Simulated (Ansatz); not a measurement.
Sb:
```cif
data_Sb6
_chemical_formula_sum 'Sb6'
_space_group_name_H-M_alt 'R-3m :H'
_space_group_IT_number 166
_space_group_name_Hall '-R 3 2"'
_cell_length_a 4.32199
_cell_length_b 4.32199
_cell_length_c 11.06380
_cell_angle_alpha 90.000
_cell_angle_beta 90.000
_cell_angle_gamma 120.000
loop_
_atom_site_label
_atom_site_type_symbol
_atom_site_symmetry_multiplicity
_atom_site_Wyckoff_symbol
_atom_site_fract_x
_atom_site_fract_y
_atom_site_fract_z
_atom_site_occupancy
Sb1 Sb 6 c 0.00000 0.00000 0.26432 1
```
(The calculation used a cell of 2 atoms; values per cell refer to that cell.)

Relaxed with PBEsol.

Q: Decompose the optical modes at the zone centre into irreducible representations, and say which are infrared and Raman allowed.

A: Point group -3m: Γ_opt = A1g + Eg. Infrared: none. Raman: A1g, Eg.

Q: Assign frequencies (DFPT, PBEsol in the plane-wave PAW code Ansatz).

A: Eg 90, A1g 137 cm⁻¹.

The PBEsol relaxation kept the symmetry of its start. As this level gives no gap, phonon frequencies hold no LO–TO term and depend on the k-mesh and smearing (Fermi–Dirac, 0.1 eV here). Spin–orbit coupling is left out wherever it is not named.

Potentials: the earlier of the program's two PAW sets. The files were generated under PBE; for other functionals the program regenerates the frozen cores, and for LDA and PBEsol the local potential too.
